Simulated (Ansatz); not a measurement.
All numbers below come from DFT PBE, scalar-relativistic, plane waves, PAW (Ansatz 0.2.0). Settings: cutoff 420 eV, Γ-centred meshes spaced at most about 0.3 Å⁻¹, and about 0.25 Å⁻¹ or finer for metals (2π included), Gaussian smearing. No spin polarisation in the final relaxations.

All energies are static (0 K, no zero-point motion).

Two relaxed structures of AlIn₃Sb₂:

A. Space group P-6m2 (No. 187), hexagonal, a = 5.358 Å, c = 6.458 Å. Al is surrounded by 5 In at 3.09–3.23 Å and 6 Sb at 3.44 Å; around In on its first site lie 3 In at 3.09 Å, 2 Al at 3.23 Å and 6 Sb at 3.54 Å; In on its second site has 3 Al at 3.09 Å, 2 In at 3.23 Å and 6 Sb at 3.44 Å; In on its third site has 5 In at 3.09–3.23 Å and 6 Sb at 3.54 Å; Sb is surrounded by 1 Sb at 3.02 Å, 3 Al at 3.44 Å, 9 In at 3.44–3.54 Å and 1 Sb at 3.44 Å.

B. Space group P4/mmm (No. 123), tetragonal, a = 5.732 Å, c = 6.055 Å. Al is surrounded by 4 Sb at 2.87 Å and 2 In at 3.03 Å; around In on a site of symmetry mmm lie 2 In at 2.87 Å and 2 Sb at 3.03 Å; around In on a site of symmetry 4/mmm lie 4 In at 2.87 Å and 2 Al at 3.03 Å; around Sb lie 2 Al at 2.87 Å and 2 In at 3.03 Å.

Question: Which would you expect to be lower, and how large is the difference?

Answer: A is lower, by 182 meV/atom. A has space group P-6m2 (No. 187), 26.8 Å³/atom and no gap on its mesh; B has space group P4/mmm (No. 123), 33.2 Å³/atom and no gap. Counting Sb atoms around Al and In (those within 1.25 times the shortest such distance or 1.15 times the sum of covalent radii; the shortest distance is added where it is long for a bond; a slash parts the counts of unlike sites), A has Al 6 from 3.4 Å, In 6 from 3.4 Å/6 from 3.5 Å and B has Al 4, In 2/8 from 4.2 Å. A holds Sb–Sb pairs (shortest 3.02 Å); in B the shortest Sb–Sb distance is 4.05 Å. The denser one is the lower, and pressure would at first widen the difference. Even the lower one lies +0.17 eV/atom against the reference forms of the elements (uncorrected), so neither is stable at this level. Both come from invented guesses.

Spin–orbit coupling, which can matter for Sb, is left out. Cells relaxed within their symmetry can be saddle points.
